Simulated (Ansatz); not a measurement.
CuAsPbO$_{4}$:
```xyz
14
Lattice="-0.6036 -5.8135 0.0000 -4.8659 0.0000 0.0000 -2.0678 -1.4229 -7.5917" Properties=species:S:1:pos:R:3 pbc="T T T"
Cu    -3.1590    -1.1183    -0.0421
Cu    -4.3783    -6.1181    -7.5496
As    -3.5982    -2.1419    -5.2014
As    -3.9390    -5.0945    -2.3903
Pb    -6.3855    -5.0845    -5.1606
Pb    -1.1517    -2.1519    -2.4311
O     -3.4014    -6.7692    -6.1384
O     -4.1358    -0.4672    -1.4533
O     -5.0585    -4.2718    -3.3386
O     -2.4787    -2.9646    -4.2531
O     -3.2275    -3.9329    -1.3576
O     -4.3098    -3.3036    -6.2341
O     -2.7645    -5.8880    -3.3165
O     -4.7727    -1.3484    -4.2752
```

Relaxed with r²SCAN.

Question: Give the Bader charges and basin volumes of the independent atoms, plane-wave PAW r²SCAN (Ansatz code).

Answer: 

```csv
atom,Bader charge (e),Bader volume (Å³)
Cu1,+0.63,17.4
As3,+2.80,7.5
Pb5,+1.47,23.5
O7,-1.21,15.0
O9,-1.23,14.2
O11,-1.21,15.9
O13,-1.24,13.8
```

Space group P-1. The workflow started from a Materials Project entry (that database holds measured and hypothetical structures alike); the Crystallography Open Database copy checked does not list it. Entries of such low symmetry are often ordered models of mixed-site phases. Whether it is the stable phase at ambient conditions was not checked. The cell was relaxed with r²SCAN under the symmetry of its start; whether a distortion lowers the energy is not shown. The run is not spin-polarised. No Hubbard U is applied. Scalar-relativistic: spin–orbit coupling is off unless named, which matters more the heavier the elements.

Potentials: the later of the program's two PAW sets.
